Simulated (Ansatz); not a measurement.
**Slab of bcc W (111), 6 layers**

The slab is cut from the bcc crystal, the stable phase, as relaxed on PAW files (16.13 Å³/atom), with 16 Å of vacuum and a dipole correction:

```
CELL_PARAMETERS angstrom
4.50203 0.00000 0.00000
-2.25102 3.89888 0.00000
0.00000 0.00000 20.59490
ATOMIC_POSITIONS crystal
W 0.16667 0.33333 0.38845
W 0.50000 0.00000 0.43307
W 0.83333 0.66667 0.47769
W 0.16667 0.33333 0.52231
W 0.50000 0.00000 0.56693
W 0.83333 0.66667 0.61155
```

Level of theory: DFT with PBE, scalar-relativistic, in Ansatz 0.2.0; a Γ-centred 9×9×1 k mesh, Fermi–Dirac smearing of 0.08 eV, no spin polarisation. LAPW: all electrons, basis error target 1 meV/atom; PAW: frozen-core files, cutoff 420 eV.

The bulk energy comes from a cell in the slab's orientation on a 9×9×13 mesh. The surface energy is (E(slab) − N·E(bulk))/2A at zero smearing, the mean of both faces; thin slabs carry quantum-size effects.

Spin–orbit coupling is left out, which matters for the heavy atoms.

Task: As cut, the LAPW slab lies 8.849 eV above 6 atoms of bulk. What surface energy is that?

Result: Over two faces of 17.55 Å² it is 252.1 meV/Å², and times 16.02 J/m² per eV/Å² that gives γ = 4.039 J/m².

Task: What do relaxation and the other method give, and what work function comes out?

Result: 

```tsv
method	γ as cut (J/m²)	γ relaxed (J/m²)	Φ as cut (eV)	Φ relaxed (eV)
LAPW	4.039	3.537	4.00	4.18
PAW	4.044	3.538	4.01	4.18
```

Task: How do the spacings between the planes relax?

Result: From the bottom face up: d12 -25.4 % of 0.919 Å, d23 -26.8 % of 0.919 Å, d34 +30.9 % of 0.919 Å, d45 -26.8 % of 0.919 Å, d56 -25.4 % of 0.919 Å.

Task: What changes if relativity is switched off, at the same positions?

Result: LAPW then gives: no gap, work function 4.08 eV.

Task: A 4f core hole is made on one atom of each kind in every 1×1 cell (PAW hole dataset, neutral cell, valence without spin). What does it cost by layer?

Result: layer 1 32.00 eV, layer 2 31.88 eV, layer 3 32.30 eV. Shifts between layers mean more than the absolute values, and a whole layer of holes screens otherwise than one hole.

Task: In the relaxed 1×1 cell, replace the outer, then the middle W by Re, which changes a whole layer. What shift does this Z+1 picture give?

Result: E(outer) − E(middle) = -0.22 eV by LAPW and -0.22 eV by PAW; a positive value puts the surface line at higher binding energy.
